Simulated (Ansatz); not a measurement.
Here is the system:

P₂W:
Space group Cmc2₁ (No. 36); a = 3.182 Å, b = 11.174 Å, c = 4.991 Å, α = β = γ = 90.00°

```json
[
 {"atom": "P", "site": "4a", "symmetry": "m..", "x": "0.0000", "y": "0.0692", "z": "0.8826"},
 {"atom": "P", "site": "4a", "symmetry": "m..", "x": "0.0000", "y": "0.2006", "z": "0.1995"},
 {"atom": "W", "site": "4a", "symmetry": "m..", "x": "0.0000", "y": "0.4066", "z": "0.0009"}
]
```
(The calculation used a cell of 6 atoms; values per cell refer to that cell.)

This is the r²SCAN-relaxed structure.

Problem. All from DFT-r²SCAN in the program Ansatz with PAW potentials, unless another level is named. Predict the electronic character.

Solution. metallic (no gap).

Problem. Predict the density of states at the Fermi level.

Solution. 0.18 states/eV per atom (mean over ±0.08 eV).

Problem. Give the formation energy from the elements (no fitted shifts).

Solution. -0.41 eV/atom.

Problem. Next, the gap with spin–orbit coupling?

Solution. none (metallic).

Space group Cmc2_1. The first step of the workflow began from a Materials Project structure, measured or hypothetical; the Crystallography Open Database files this formula in space group No. 36, but the cells were not matched. Whether it is the stable phase at ambient conditions was not checked. Symmetry was held in the r²SCAN relaxation; whether a distortion lowers the energy is not shown. No spin polarisation was allowed. The references are the lowest solids computed at this level, not always the standard phases. Scalar-relativistic: spin–orbit coupling is off unless named, which matters more the heavier the elements.

Potentials: the earlier of the program's two PAW sets.
